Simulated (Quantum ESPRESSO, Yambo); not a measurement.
**Levels of theory for the gap of WO3**

WO$_{3}$ (space group P2_1/m, No. 11, within 0.06 Å of Cmcm): one geometry, one set of PBEsol (Quantum ESPRESSO, PseudoDojo norm-conserving, 84 Ry, scalar-relativistic) orbitals, self-energies from Yambo (4×2×4 Γ-centred k mesh, bands 3 to 173 and a 7 Ry block in the screening, 173 bands in G with the Bruneval-Gonze terminator, plasmon pole fitted at 27.2 eV).

The geometry is that of Materials Project entry mp-636284, symmetrised and not relaxed again.

```json
[
 {"level": "PBEsol (Quantum ESPRESSO)", "gap (-0.5, 0, -0.5) → Γ (eV)": "1.35", "direct gap at (0, 0, -0.5) (eV)": "1.43", "rough Yambo cost": "–"},
 {"level": "exchange only (Hartree-Fock self-energy on PBEsol orbitals)", "gap (-0.5, 0, -0.5) → Γ (eV)": "11.31", "direct gap at (0, 0, -0.5) (eV)": "11.28", "rough Yambo cost": "about 1/20 (14 states)"},
 {"level": "static COHSEX@PBEsol", "gap (-0.5, 0, -0.5) → Γ (eV)": "2.99", "direct gap at (0, 0, -0.5) (eV)": "3.10", "rough Yambo cost": "within a factor of two (4 states)"},
 {"level": "G0W0@PBEsol, plasmon pole", "gap (-0.5, 0, -0.5) → Γ (eV)": "2.67", "direct gap at (0, 0, -0.5) (eV)": "2.77", "rough Yambo cost": "1 (14 states)"}
]
```

Bare exchange has no screening and gives the widest gap; static COHSEX screens it but leaves out the frequency dependence, which G0W0 restores.

Costs are rough ratios of core time on shared machines.

Nearest settings tried, and what they do to the gap: 6 Ry block (183 vectors against 241): -10 meV; 2×1×2 mesh: -112 meV. Not varied: bands in G, bands in W. So the settings aren't converged at that level.

Spin-orbit coupling is left out, which matters for elements this heavy: edges can move by tenths of an eV.

The structure is a Materials Project entry; no match was found in the copy of COD used, and its stability was not checked.
